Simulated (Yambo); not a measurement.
Material: BeSe (zinc blende, space group F-43m, No. 216); a = b = c = 3.6276 Å, α = β = γ = 60.00° (2 atoms in the cell). Cell and atoms were relaxed with PBEsol from Materials Project entry mp-1541, within its symmetry.

With PBE (stringent potentials; Quantum ESPRESSO, PseudoDojo norm-conserving, 106 Ry, scalar-relativistic), the gap between the mesh's edge points (Γ → X) is 2.618 eV.

Task: By how much does one-shot G0W0 (Yambo; 4×4×4 Γ-centred k mesh, bands 11 to 156 and a 15 Ry block in the screening, 156 bands in G with the Bruneval-Gonze terminator, plasmon pole fitted at 27.2 eV) open this gap, and what gap results?

Result: The correction is 1.049 eV, giving 3.667 eV, 1.4 times the PBE value.  Nearest settings tried, and what they do to the gap: 83 bands in G: +3 meV; 83 bands in W, 83 bands in G: -35 meV; 9 Ry block (137 vectors against 259): -43 meV. Not varied: mesh. So the settings aren't converged at that level. Spin-orbit splittings are left out.
